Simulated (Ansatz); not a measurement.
Au (fcc, Cu type)

```
CELL_PARAMETERS angstrom
      0.00000     2.07863     2.07863
      2.07863     0.00000     2.07863
      2.07863     2.07863     0.00000
ATOMIC_POSITIONS crystal
  Au 0.00000 0.00000 0.00000
```

The slice is a {100} plane (indices of the conventional cell) through the point (0.000, 0.000, 0.000) (fractional), spanned by u = [100] and v = [0 1 -1] in vectors of this cell: u (2.94 Å) and v (2.94 Å, at 90° to u). It covers one period; positions are fractions (u, v).

These are PBE (plane waves to 420 eV, PAW, scalar-relativistic; Ansatz, an electronic-structure program) values and carry that method's errors. k mesh 19×19×19. These are valence fields of a PAW run, semicore shells included where kept as valence: close to a nucleus they are smooth pseudo fields. Au was relaxed with its symmetry unable to fall. Spin-orbit coupling is left out, though Au is heavy. The PAW data are Ansatz's earlier set.

Q: What is the valence density on the shortest Au–Au line in this plane (2.94 Å), at its midpoint?

A: 0.26 e/Å³.

Q: What is the ELF at the midpoint of the shortest Au–Au line in this plane (2.94 Å)?

A: 0.20.

Q: Predict the map of the valence electron density on the slice.

A: 
```tsv
v \ u	0.00	0.11	0.21	0.32	0.43	0.54	0.64	0.75	0.86	0.96
0.86	1.0	0.8	0.5	-0.2	-0.6	-0.6	-0.3	0.3	0.8	0.9
0.71	0.3	0.1	-0.2	-0.6	-0.8	-0.9	-0.7	-0.3	0.0	0.3
0.57	-0.5	-0.5	-0.7	-0.9	-1.0	-1.0	-0.9	-0.7	-0.6	-0.5
0.43	-0.5	-0.5	-0.7	-0.9	-1.0	-1.0	-0.9	-0.7	-0.6	-0.5
0.29	0.3	0.1	-0.2	-0.6	-0.8	-0.9	-0.7	-0.3	0.0	0.3
0.14	1.0	0.8	0.5	-0.2	-0.6	-0.6	-0.3	0.3	0.8	0.9
0.00	1.2	1.1	0.7	0.0	-0.5	-0.6	-0.2	0.5	1.0	1.2
```

Values: log₁₀ of the valence density in e/Å³. The scale is logarithmic, as a density can span decades between atoms and voids.
